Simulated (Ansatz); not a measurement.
A geometry of CsBS$_{2}$ away from equilibrium: step 2 of the relaxation of a relaxed CsBS2 cell, doubled along one cell vector, shaken by Gaussian noise of σ = 0.08 Å a coordinate. Calculation: PBE (plane waves to 420 eV, PAW, scalar-relativistic; Ansatz, a program for electronic structure). Γ-centred k-mesh 3×4×4 on the run's cell (coarser than for final values), Fermi–Dirac smearing 0.05 eV.

```yaml
crystal:
  lattice:
    - [9.90696, -0.00060, -0.00102]
    - [-0.00069, 3.54275, 4.60817]
    - [-0.00026, -3.55892, 4.62062]
  atoms:
    - { symbol: S, position: [0.24866, 0.60057, 0.13278] }
    - { symbol: S, position: [0.74227, 0.60361, 0.13358] }
    - { symbol: S, position: [0.25281, 0.12136, 0.60475] }
    - { symbol: S, position: [0.74879, 0.13390, 0.61691] }
    - { symbol: Cs, position: [0.99853, 0.10577, 0.08613] }
    - { symbol: Cs, position: [0.49309, 0.07967, 0.08365] }
    - { symbol: B, position: [0.25084, 0.37798, 0.37961] }
    - { symbol: B, position: [0.75028, 0.35984, 0.37573] }
```

Problem. Give the Cartesian forces on all atoms (eV/Å).

Solution. 
| atom | Fx | Fy | Fz |
|---|---|---|---|
| S1 | -0.04 | 0.10 | 0.02 |
| S2 | 0.20 | -1.36 | -0.30 |
| S3 | -0.06 | 1.09 | 0.11 |
| S4 | 0.11 | -0.37 | -0.31 |
| Cs5 | 0.02 | -0.03 | -0.06 |
| Cs6 | 0.04 | 0.00 | 0.07 |
| B7 | 0.03 | -1.18 | -0.14 |
| B8 | -0.30 | 1.75 | 0.61 |

Problem. What is the pressure?

Solution. -0.5 GPa, compression positive.

Problem. How much energy per atom can still be gained by relaxing?

Solution. 0.02 eV/atom; the path ends in P1 (No. 1) at a tolerance of 0.01 Å, Amm2 (No. 38) at 0.1 Å.

No spin polarisation in the result.

The end of the path is a generated cell of CsBS2: the first start was made by placing the elements on the sites of a structure type, and the end was not matched to a known phase here, so it may be hypothetical.
